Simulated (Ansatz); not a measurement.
Molecular dynamics on a 2×2×1 supercell (16 atoms) of MgGeAs2 (ordering on zincblende), relaxed with r2SCAN. Forces come from r2SCAN in the PAW code Ansatz: constant energy and volume (NVE), velocities drawn at 1300 K, steps of 1.5 fs. Classical nuclei, no spin polarisation; a few dozen steps show the first response, not equilibrium. The structure comes from a prototype and may be hypothetical.

```yaml
crystal:
  lattice:
    - [8.0541623871, 0.0, 0.0]
    - [0.0, 8.0541623871, 0.0]
    - [0.0, 0.0, 6.0778999237]
  atoms:
    - { symbol: Mg, position: [0.0, 0.0, 0.0] }
    - { symbol: As, position: [0.0, 0.25, 0.2642319121] }
    - { symbol: Ge, position: [0.25, 0.25, 0.5] }
    - { symbol: As, position: [0.25, 0.0, 0.7357680879] }
    - { symbol: Mg, position: [0.0, 0.5, 0.0] }
    - { symbol: As, position: [0.0, 0.75, 0.2642319121] }
    - { symbol: Ge, position: [0.25, 0.75, 0.5] }
    - { symbol: As, position: [0.25, 0.5, 0.7357680879] }
    - { symbol: Mg, position: [0.5, 0.0, 0.0] }
    - { symbol: As, position: [0.5, 0.25, 0.2642319121] }
    - { symbol: Ge, position: [0.75, 0.25, 0.5] }
    - { symbol: As, position: [0.75, 0.0, 0.7357680879] }
    - { symbol: Mg, position: [0.5, 0.5, 0.0] }
    - { symbol: As, position: [0.5, 0.75, 0.2642319121] }
    - { symbol: Ge, position: [0.75, 0.75, 0.5] }
    - { symbol: As, position: [0.75, 0.5, 0.7357680879] }
kpoints:
  mp_grid: { grid: [2, 2, 2] }
hamiltonian:
  xc: r2scan
scf:
  occupations: { method: fermi_dirac, width: 0.112 }
md:
  ensemble: nve
  temperature: 1300
  timestep: 1.5
  n_steps: 40
  initial_velocities: maxwell_boltzmann
  seed: 6342
```

Run as `ansatz run input.yaml --threads 4 --pin off --max-ram 3686MiB --backend cpu --events-out ev --progress --plain --runs-dir out`.

Task: What wall time did it need on 4 threads of Arm Neoverse V1 (shared host), and how much host memory at the peak?

Result: About 7.4 min, with a peak of 2.5 GiB.

| step | t (fs) | T (K) | free energy F from step 0 (meV/atom) | kinetic energy (meV/atom) | largest force (eV/Å) |
| --- | --- | --- | --- | --- | --- |
| 0 | 0 | 1300 | 0.0 | 157.5 | 0.04 |
| 1 | 1.5 | 1295 | 0.6 | 157.0 | 0.20 |
| 2 | 3 | 1283 | 2.1 | 155.5 | 0.36 |
| 3 | 4.5 | 1263 | 4.5 | 153.1 | 0.51 |
| 4 | 6 | 1236 | 7.7 | 149.8 | 0.66 |
| 5 | 7.5 | 1203 | 11.8 | 145.8 | 0.80 |
| 6 | 9 | 1164 | 16.5 | 141.1 | 0.94 |
| 7 | 10.5 | 1121 | 21.7 | 135.8 | 1.08 |
| 8 | 12 | 1074 | 27.5 | 130.1 | 1.22 |
| 9 | 13.5 | 1024 | 33.6 | 124.0 | 1.35 |
| 10 | 15 | 972 | 39.8 | 117.7 | 1.46 |
| 11 | 16.5 | 919 | 46.2 | 111.4 | 1.57 |
| 12 | 18 | 867 | 52.6 | 105.0 | 1.66 |
| 13 | 19.5 | 816 | 58.8 | 98.9 | 1.73 |
| 14 | 21 | 767 | 64.7 | 92.9 | 1.79 |
| 15 | 22.5 | 721 | 70.3 | 87.4 | 1.83 |
| 16 | 24 | 679 | 75.4 | 82.3 | 1.86 |
| 17 | 25.5 | 641 | 80.0 | 77.6 | 1.87 |
| 18 | 27 | 607 | 84.0 | 73.6 | 1.86 |
| 19 | 28.5 | 579 | 87.5 | 70.1 | 1.87 |
| 20 | 30 | 555 | 90.4 | 67.3 | 1.88 |
| 21 | 31.5 | 536 | 92.7 | 65.0 | 1.87 |
| 22 | 33 | 522 | 94.4 | 63.3 | 1.86 |
| 23 | 34.5 | 513 | 95.5 | 62.1 | 1.84 |
| 24 | 36 | 507 | 96.2 | 61.5 | 1.82 |
| 25 | 37.5 | 505 | 96.4 | 61.2 | 1.79 |
| 26 | 39 | 506 | 96.3 | 61.4 | 1.76 |
| 27 | 40.5 | 510 | 95.8 | 61.8 | 1.72 |
| 28 | 42 | 516 | 95.1 | 62.5 | 1.68 |
| 29 | 43.5 | 523 | 94.3 | 63.3 | 1.65 |
| 30 | 45 | 531 | 93.3 | 64.3 | 1.61 |
| 31 | 46.5 | 539 | 92.3 | 65.3 | 1.58 |
| 32 | 48 | 547 | 91.4 | 66.2 | 1.54 |
| 33 | 49.5 | 554 | 90.5 | 67.1 | 1.51 |
| 34 | 51 | 560 | 89.7 | 67.9 | 1.49 |
| 35 | 52.5 | 565 | 89.1 | 68.5 | 1.46 |
| 36 | 54 | 568 | 88.7 | 68.9 | 1.44 |
| 37 | 55.5 | 570 | 88.5 | 69.1 | 1.43 |
| 38 | 57 | 570 | 88.6 | 69.0 | 1.41 |
| 39 | 58.5 | 567 | 88.9 | 68.7 | 1.41 |
| 40 | 60 | 563 | 89.4 | 68.2 | 1.41 |

The temperature starts at 1300 K, is lowest at step 25 (505 K, 37.5 fs) and ends at 563 K. The atoms start on their lattice sites with kinetic energy alone, so much of it first passes into potential energy. The conserved energy stays within 0.10 meV an atom. By the last step the atoms have moved 0.26 Å in the root mean square, the drift of the whole cell taken out, 0.54 Å at most.

Positions (Å) and forces (eV/Å) at step 40:
```
Mg  -0.084   0.172  -0.121    -0.218  -0.035   0.247
As  -0.131   2.090   1.522     0.686   0.191   0.621
Ge   1.940   2.098   2.954     0.074  -0.081   0.051
As   1.928   0.223   4.498     0.252  -0.627  -0.502
Mg   0.082   4.133   0.074     0.250  -0.283  -0.646
As  -0.169   6.193   1.433     0.733  -0.100   1.127
Ge   1.858   6.203   3.019     1.017  -0.283  -0.181
As   2.156   4.013   4.489    -0.637   0.855  -0.549
Mg   4.070   0.018  -0.217    -0.018   0.049   0.248
As   4.002   1.912   1.588     0.044   0.291   0.201
Ge   6.085   1.867   3.049    -0.763   0.279  -0.283
As   6.073  -0.144   4.331     0.045  -0.051   0.665
Mg   3.993   4.113   0.268     0.024  -0.010  -0.157
As   4.322   6.263   1.635    -1.235  -0.499   0.474
Ge   6.197   5.833   3.170    -0.557  -0.579  -0.278
As   6.008   3.594   4.778     0.303   0.883  -1.038
```
